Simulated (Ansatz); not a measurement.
Data:

C:
```
C
1.0
    4.84338     2.79633     1.39411
   -4.84338     2.79633     1.39411
    0.00000    -5.59265     1.39411
C
12
Direct
  0.28130   0.55313   0.41690
  0.71870   0.44687   0.58310
  0.41690   0.28130   0.55313
  0.58310   0.71870   0.44687
  0.55313   0.41690   0.28130
  0.44687   0.58310   0.71870
  0.91690   0.05313   0.78130
  0.08310   0.94687   0.21870
  0.78130   0.91690   0.05313
  0.21870   0.08310   0.94687
  0.05313   0.78130   0.91690
  0.94687   0.21870   0.08310
```

This is the r²SCAN-relaxed structure.

Question: All from plane-wave PAW r²SCAN (Ansatz code), unless another level is named. Estimate the electronic character.

Answer: metallic (no gap).

Question: Give the density of states at the Fermi level.

Answer: 0.36 states/eV per atom (mean over ±0.08 eV).

Space group R-3c. The start of the workflow was typed in or built on a structure type; neither database checked (COD, Materials Project) lists it. It is not the phase usual at ambient conditions (space group No. 194, 227). The r²SCAN relaxation kept the symmetry of its start; whether a distortion lowers the energy is not shown. The volume moved by 124 % from the start of the relaxation.

Potentials: the earlier of the program's two PAW sets.
